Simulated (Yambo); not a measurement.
Na2CO3 (space group C2/m, No. 12), G0W0@PBEsol in Yambo (2×2×2 mesh, plasmon pole; 7 Ry block, no terminator). The number N of bands in W and G is varied.

```json
[
 {"N": "90", "x = 1/N": "0.01111", "gap (0, 0, -0.5) → Γ (eV)": "7.160", "shift of the valence edge (eV)": "-1.249"},
 {"N": "124", "x = 1/N": "0.00806", "gap (0, 0, -0.5) → Γ (eV)": "7.010", "shift of the valence edge (eV)": "-1.329"},
 {"N": "166", "x = 1/N": "0.00602", "gap (0, 0, -0.5) → Γ (eV)": "6.969", "shift of the valence edge (eV)": "-1.437"},
 {"N": "208", "x = 1/N": "0.00481", "gap (0, 0, -0.5) → Γ (eV)": "?", "shift of the valence edge (eV)": "?"}
]
```

Q: Basis-set arguments suggest E = E∞ + A x. Fix A and E∞ from the two rows above the withheld one, predict the row at 208 bands, and test the form.

A: Gap: A = (6.969 − (7.010))/(0.00602 − 0.00806) = 20.1, E∞ = 6.848 eV, so 6.945 eV is predicted; the run gave 6.968 eV (miss 23 meV). The first two rows have slope 49.2, so the form doesn't hold yet over the whole range. Shift: A = (-1.437 − (-1.329))/(0.00602 − 0.00806) = 52.9, E∞ = -1.756 eV, so -1.501 eV is predicted; the run gave -1.519 eV (miss 18 meV). The first two rows have slope 26.2, so the form doesn't hold yet over the whole range. The other settings are held fixed.

Geometry of the Materials Project entry, not relaxed at this level; primitive cell a = 5.121 Å, b = 5.121 Å, c = 5.922 Å, α = 101.29°, β = 101.29°, γ = 61.87°.

A shift is the quasiparticle energy of the state minus its PBEsol energy.
